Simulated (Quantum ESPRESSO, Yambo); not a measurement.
MoSe₂ (space group P6_3/mmc, No. 194). Cell and atoms were relaxed with PBE+D3(BJ) from Materials Project entry mp-1634, within its symmetry. Chain: PBE (stringent potentials; Quantum ESPRESSO, PseudoDojo norm-conserving, 104 Ry, scalar-relativistic); G0W0 in Yambo (6×6×1 Γ-centred k mesh, bands 39 to 137 and a 6 Ry block in the screening, 137 bands in G with the Bruneval-Gonze terminator, plasmon pole fitted at 27.2 eV); BSE (9×9×2 mesh, 7 valence and 8 conduction bands, static screening with 110 bands and a 3 Ry block, scissor 0.38 eV, Tamm-Dancoff).

- PBE gap (dense path): 0.74 eV
- PBE gap Γ → (0.167, 0.167, 0) on the GW mesh: 0.77 eV
- PBE smallest direct gap on the GW mesh, at K: 1.46 eV
- G0W0 direct gap at that point: 1.84 eV
- G0W0 correction to the gap Γ → (0.167, 0.167, 0): 0.23 eV
- lowest exciton: no binding energy given (see below)

Rough cost of the Yambo steps against G0W0 for 8 states: BSE within a factor of two.

Convergence of the G0W0 settings was not tested. The BSE states are vertical excitations (zero momentum); the indirect quasiparticle gap, about 0.97 eV, is smaller than the direct one (1.84 eV on the GW mesh). The lowest state covers only about 2 of the 162 k points, so the mesh doesn't resolve it: its energy and its distance from the direct gap are mesh artefacts. An extended exciton needs a far denser mesh. Axes are Cartesian, with cell vectors (Å) (3.28, 0.00, 0.00), (-1.64, 2.84, 0.00), (0.00, 0.00, 12.72).

Spin-orbit splittings are left out.
